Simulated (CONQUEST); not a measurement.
CONQUEST run on CsPbCl3 (Pm-3m, 5 atoms in the cell; from Materials Project mp-23037): self-consistent single point.

Computed with CONQUEST 1.3 with Wu-Cohen, numerical atomic orbitals double-zeta with polarisation (the shipped basis), PseudoDojo norm-conserving potentials made for PBEsol.

```
CELL_PARAMETERS angstrom
      5.67984     0.00000     0.00000
      0.00000     5.67984     0.00000
      0.00000     0.00000     5.67984
ATOMIC_POSITIONS crystal
  Cs 0.00000 0.00000 0.00000
  Pb 0.50000 0.50000 0.50000
  Cl 0.00000 0.50000 0.50000
  Cl 0.50000 0.00000 0.50000
  Cl 0.50000 0.50000 0.00000
```

Reference input (self-consistent single point, DFT, PBE, numerical atomic orbitals double-zeta with polarisation (the shipped basis), PseudoDojo norm-conserving potentials made for PBE): basis = DZP; Diag.MPMeshX, Y, Z = 5 5 5; potentials = PseudoDojo norm-conserving PBE; Grid.GridCutoff = 140 Ha; DM.SolutionMethod = diagon; Diag.SmearingType = 1; Diag.kT = 0.000367 Ha; Diag.GammaCentred = true; Diag.MPOrder = 0; minE.SCTolerance = 1.0e-07; SC.MaxIters = 100; SC.LinearMixingFactor = 0.3. This run's input differs from it in these lines:

```diff
@@ -1,2 +1,2 @@
-# files in the folder: Cs.ion Pb.ion Cl.ion (PseudoDojo PBE potentials, DZP orbitals)
+# files in the folder: Cs.ion Pb.ion Cl.ion (PseudoDojo PBEsol potentials, DZP orbitals)
 # file: Conquest_input
@@ -13,2 +13,4 @@
 %endblock
+General.DifferentFunctional    T
+General.FunctionalType         104
```

Output, abridged:

```
    PulayMixSC: Starting Pulay mixing, A_up =  0.300 A_dn =  0.300
    PulayMixSC: Spin non-polarised calculation.
          Harris-Foulkes Energy            :      -143.173595633720595 Ha
    PulayMixSC: Pulay iteration     1 residual:              0.17531E-02
          Harris-Foulkes Energy            :      -143.145858369359360 Ha
    PulayMixSC: Pulay iteration     2 residual:              0.79279E-03
          Harris-Foulkes Energy            :      -143.141021786463540 Ha
    PulayMixSC: Pulay iteration     3 residual:              0.46449E-03
          Harris-Foulkes Energy            :      -143.140713330658770 Ha
   [... lines left out ...]
          Harris-Foulkes Energy            :      -143.140718050518416 Ha
    PulayMixSC: Pulay iteration     7 residual:              0.10802E-05
          Harris-Foulkes Energy            :      -143.140718041561712 Ha
    PulayMixSC: Pulay iteration     8 residual:              0.31982E-06
          Harris-Foulkes Energy            :      -143.140718041831349 Ha
    PulayMixSC: Pulay iteration     9 residual:              0.20644E-06
          Harris-Foulkes Energy            :      -143.140718042176360 Ha
    PulayMixSC: Pulay iteration    10 residual:              0.68776E-07
    PulayMixSC: Reached SCF tolerance of  0.68776E-07 after     10 iterations
      | Number of electrons      =        44.000033
      |* Harris-Foulkes energy   =      -143.140718042176360 Ha
      |* DFT total energy        =      -143.140718042153566 Ha

    force: Forces on atoms (Ha/a0)
    force:  Atom   X              Y              Z
    force:     1   0.0000000000   0.0000000000   0.0000000000
   [... zero for the other atoms too ...]

    force: Maximum force :        0.00000000(Ha/a0) on atom         4 in z direction
    force: Force Residual:        0.00000000 Ha/a0
    force: Total stress:          0.53681921     0.53681921     0.53681921 GPa
    force: Average pressure:     -0.53681921 GPa

    get_E_and_F: Change in energy during last step of electronic optimisation: -0.34501E-09
```

The run converged in 10 iterations. CONQUEST prints the stress tensor with tension positive. Against the reference run the pressure goes from 0.77 to -0.54 GPa.

Spin-orbit coupling is left out, which matters for bands and gaps with elements this heavy. The program uses no crystal symmetry, so grid and mesh can part values that symmetry would make equal. The atom-centred basis is finite, which shifts total energies and pressures against plane waves. The potentials were made for another functional than the one used. The structure comes from a collection of computed structures, made at another level of theory; the collection holds predicted forms beside known ones.

Cost on one core: roughly 50 core-seconds.
